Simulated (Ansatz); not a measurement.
Here is the system:

LaAg2Ge2:
```cif
data_Ag4Ge4La2
_chemical_formula_sum 'La2 Ag4 Ge4'
_space_group_name_H-M_alt 'I4/mmm'
_space_group_IT_number 139
_space_group_name_Hall '-I 4 2'
_cell_length_a 4.36602
_cell_length_b 4.36602
_cell_length_c 10.98904
_cell_angle_alpha 90.000
_cell_angle_beta 90.000
_cell_angle_gamma 90.000
loop_
_atom_site_label
_atom_site_type_symbol
_atom_site_symmetry_multiplicity
_atom_site_Wyckoff_symbol
_atom_site_fract_x
_atom_site_fract_y
_atom_site_fract_z
_atom_site_occupancy
La1 La 2 a 0.00000 0.00000 0.00000 1
Ag1 Ag 4 d 0.00000 0.50000 0.25000 1
Ge1 Ge 4 e 0.00000 0.00000 0.38829 1
```
(The calculation used a cell of 5 atoms; values per cell refer to that cell.)

This is the r²SCAN-relaxed structure.

**Question.** All from DFT-r²SCAN in the program Ansatz with PAW potentials, unless another level is named. Give the electronic character.

**Answer.** metallic (no gap).

**Question.** Give the formation energy from the elements (no fitted shifts).

**Answer.** -0.51 eV/atom.

**Question.** What about the density of states at the Fermi level?

**Answer.** 0.24 states/eV per atom (mean over ±0.08 eV).

The first step of the workflow began from a Materials Project structure, measured or hypothetical; the Crystallography Open Database copy checked does not list it. Its standing as an ambient phase is unchecked. The r²SCAN relaxation kept the symmetry of its start; its stability against distortions is not shown here. No spin polarisation was allowed. The references are the lowest solids computed at this level, not always the standard phases. Spin–orbit coupling is left out wherever it is not named.

Potentials: the later of the program's two PAW sets.
